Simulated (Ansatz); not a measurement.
**Si₃N₄: do the settings matter for the field gradients?**

Cell: a COD entry (perhaps calculated rather than measured), atoms as given.

Space group P6_3/m (No. 176); a = 7.6044, c = 2.9063 Å, γ = 120.00°.

```
site  Wyckoff  site symmetry       x       y       z
  Si       6h            m..  0.7685  0.1746  0.2500
  N7       6h            m..  0.0306  0.3303  0.2500
 N13       2d           -6..  0.6667  0.3333  0.2500
```

One atom of each set is listed.

Reference run. The numbers come from a DFT calculation in Ansatz (PBE, plane waves and PAW, scalar-relativistic, 420 eV cutoff, Γ-centred 4×4×10 k-points, Fermi–Dirac smearing 0.02 eV).

Task: The input is changed as follows: `hamiltonian.xc`: pbe → r2scan; `basis.ecutwfc`: not typed → 14.7 Ry. What happens to V_zz (10²¹ V/m²) and η?

Result: 

```json
{"site": "Si", "V_zz reference": "0.98", "η reference": "0.40", "V_zz changed": "1.05", "η changed": "0.42"}
{"site": "N7", "V_zz reference": "-4.94", "η reference": "0.07", "V_zz changed": "-3.63", "η changed": "0.02"}
{"site": "N13", "V_zz reference": "-4.91", "η reference": "0.00", "V_zz changed": "-3.83", "η changed": "0.00"}
```

The largest change of V_zz is on N7, from -4.94 to -3.63. In per cent, |V_zz| changes by +7 on Si, -27 to -22 on N (all sites that start above 0.5). Its pressure is 13 GPa, against 6 GPa in the reference run. SCF iterations: 6 and 8. New warnings: cutoff below recommended. In the changed run the cutoff of 200 eV lies below the one recommended for these PAW files, so its values aren't converged ones.

On the reference run: At this cell the PBE pressure is 6 GPa, so with PBE the cell would grow if it were relaxed.
